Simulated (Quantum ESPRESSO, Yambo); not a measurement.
Rb2KScF6 (space group Fm-3m, No. 225). The geometry is that of Materials Project entry mp-9349, symmetrised and not relaxed again. Chain: LDA (Quantum ESPRESSO, PseudoDojo norm-conserving, 84 Ry, no spin-orbit coupling); G0W0 in Yambo (2×2×2 Γ-centred k mesh, bands 2 to 284 and a 7 Ry block in the screening, 284 bands in G with the Bruneval-Gonze terminator, plasmon pole fitted at 27.2 eV); BSE (4×4×4 mesh, 18 valence and 11 conduction bands, static screening with 112 bands and a 3 Ry block, scissor 3.87 eV, Tamm-Dancoff).

* **LDA gap (dense path)**: 6.00 eV
* **LDA gap Γ → Γ on the GW mesh**: 6.00 eV
* **LDA smallest direct gap on the GW mesh, at Γ**: 6.00 eV
* **G0W0 direct gap at that point**: 9.87 eV
* **G0W0 correction to the gap Γ → Γ**: 3.87 eV
* **direct gap on the BSE mesh, with the scissor**: 9.87 eV
* **first BSE state allowed for light along x**: 7.84 eV
* **lowest BSE state**: 7.47 eV
* **binding of the lowest exciton**: 2.40 eV
* **RPA electronic dielectric constant along x**: 2.05 (4×4×4 mesh, LDA bands)

Rough cost of the Yambo steps against G0W0 for 6 states: BSE about 3×, one RPA spectrum about 1/6.

Nearest settings tried, and what they do to the gap: 186 bands in W, 186 bands in G: +49 meV; 6 Ry block (339 vectors against 459): +12 meV. Not varied: mesh. So the settings aren't converged at that level. The k mesh is coarse. The BSE states are vertical excitations (zero momentum). Convergence of the RPA response with its 4×4×4 mesh was not tested. Convergence of the binding with the mesh was not shown.

The structure is a Materials Project entry; no match was found in the copy of COD used, and its stability was not checked.
